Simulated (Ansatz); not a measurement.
# Piezoelectric tensor of BN at -28.9 GPa (stress–strain coefficients)

Method: DFT LDA, scalar-relativistic, plane waves, PAW in Ansatz. Plane waves to 420 eV; Γ-centred k mesh 10×10×10; fixed occupations. No spin polarisation.

The cell is fixed (symmetry leaves no force on the atoms) and stands under -28.9 GPa:
```yaml
crystal:
  lattice:
    - [0.00000, 1.84100, 1.84100]
    - [1.84100, 0.00000, 1.84100]
    - [1.84100, 1.84100, 0.00000]
  atoms:
    - { symbol: B, position: [0.00000, 0.00000, 0.00000] }
    - { symbol: N, position: [0.25000, 0.25000, 0.25000] }
```

The cell is the ideal cubic zincblende prototype.

Question: Give the relaxed-ion proper piezoelectric stress tensor e_iJ (C/m², Voigt columns xx yy zz yz xz xy).

Answer:
```
x    0.00  0.00  0.00 -1.15  0.00  0.00
y    0.00  0.00  0.00  0.00 -1.15  0.00
z    0.00  0.00  0.00  0.00  0.00 -1.15
```
Signs follow the orientation of the cell as given.

Question: With the elastic constants (GPa, Voigt order)
C11 = 679.0, C12 = 96.3, C13 = 96.3, C22 = 679.0, C23 = 96.3, C33 = 679.0, C44 = 382.4, C55 = 382.4, C66 = 382.4 GPa; the others vanish.
find the strain coefficients d = e·C⁻¹ (pC/N).

Answer:
```
x    0.00  0.00  0.00 -3.00  0.00  0.00
y    0.00  0.00  0.00  0.00 -3.00  0.00
z    0.00  0.00  0.00  0.00  0.00 -3.00
```

Cost: 1 run of about 0.94 core-minutes, on Intel Xeon Processor @ 2.50GHz (Skylake/Cascade Lake) (shared hosts).